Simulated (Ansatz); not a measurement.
The cell below belongs to a search over invented structures; it isn't taken from experiment.

Input and command of a plane-wave DFT calculation in Ansatz:

```yaml
crystal:
  lattice:
    - [0.0, 4.41967482, 4.41967482]
    - [4.41967482, 0.0, 4.41967482]
    - [4.41967482, 4.41967482, 0.0]
  atoms:
    - { symbol: Zn, position: [0.5, 0.5, 0.5] }
    - { symbol: Zn, position: [0.0, 0.0, 0.0] }
    - { symbol: Zn, position: [0.25, 0.25, 0.25] }
    - { symbol: Cu, position: [0.75, 0.75, 0.75], spin: 1.0 }
    - { symbol: S, position: [0.87527409, 0.87527409, 0.87527409] }
    - { symbol: S, position: [0.87527409, 0.87527409, 0.37417772] }
    - { symbol: S, position: [0.87527409, 0.37417772, 0.87527409] }
    - { symbol: S, position: [0.37417772, 0.87527409, 0.87527409] }
basis:
  ecutwfc: 420
kpoints:
  mp_grid: { grid: [3, 3, 3] }
hamiltonian:
  xc: pbe
scf:
  occupations: { method: gaussian, width: 0.15 }
  lower_state_search: "off"
output:
  forces: true
  stress: true
  eigenvalues: true
  populations: true
magnetization:
  spin_polarized: true
relax:
  adjacent_minimum: "off"
  f_tol: 0.08
  max_steps: 16
  cell: { stress_tol: 0.8 }
```

```bash
ansatz run input.yaml --threads 1 --pin off --max-ram 2560MiB --backend cpu --events-out ev --progress --plain --runs-dir out
```

Processor: Intel(R) Xeon(R) Platinum 8375C CPU @ 2.90GHz (Ice Lake), 1 thread, on a host shared with other jobs.

Question: How long does it run, and how much memory does it take?

Answer: About 84 s, peak memory 0.59 GiB. It solves 48 bands at 4 k points (after reduction by symmetry) with about 5029 plane waves (on the last cell), in 116 SCF iterations over 8 ionic steps.
